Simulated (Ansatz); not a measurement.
AlIr:
```yaml
crystal:
  lattice:
    - [1.42186, -4.81281, 0.00000]
    - [1.42186, 4.81281, 0.00000]
    - [0.00000, 0.00000, 4.17535]
  atoms:
    - { symbol: Al, position: [0.58599, 0.41401, 0.25000] }
    - { symbol: Ir, position: [0.84897, 0.15103, 0.25000] }
    - { symbol: Al, position: [0.41401, 0.58599, 0.75000] }
    - { symbol: Ir, position: [0.15103, 0.84897, 0.75000] }
```

Relaxed with PBE. Special points in fractions of this cell's reciprocal vectors: Γ (0.000, 0.000, 0.000); Y (-0.500, 0.500, 0.000); C0 (-0.272, 0.728, 0.000); Σ0 (0.272, 0.272, 0.000); Z (0.000, 0.000, 0.500); A0 (0.272, 0.272, 0.500); E0 (-0.272, 0.728, 0.500); T (-0.500, 0.500, 0.500); S (0.000, 0.500, 0.000); R (0.000, 0.500, 0.500).

Task: List the band energies nearest the Fermi level at these points for plane-wave PAW PBE (Ansatz code).

Result: In eV from the Fermi level; about four levels below and three above (degenerate sets whole), none deeper than 8.9 eV; points with the same levels are listed once.

```csv
k,below,above
Γ,-1.02 -0.98 -0.73 -0.13,3.89 5.26 6.25
Y,-1.53 -1.45 -0.53 -0.46,1.45 3.03 3.43
C0,-2.80 -2.37 -2.23 -1.06,0.86 2.09 4.02
Z,-1.80 -1.80 -0.32 -0.32,0.11 0.11 3.72 3.72
A0,-1.96 -1.96 -0.64 -0.64,1.79 1.79 3.63 3.63
T,-0.75 -0.75 -0.72 -0.72,6.72 6.72 9.45 9.45
S,-2.75 -2.24 -1.34 -1.09,0.73 2.12 3.64
R,-2.05 -2.05 -0.31 -0.31,2.27 2.27 3.65 3.65
```

Space group Cmcm. The start of the workflow was typed in or built on a structure type; neither database checked (COD, Materials Project) lists it. Its standing as an ambient phase is unchecked. The PBE relaxation kept the symmetry of its start; its stability against distortions is not shown here. No spin polarisation was allowed. Scalar-relativistic: spin–orbit coupling is off unless named, which matters more the heavier the elements.

Potentials: the earlier of the program's two PAW sets.
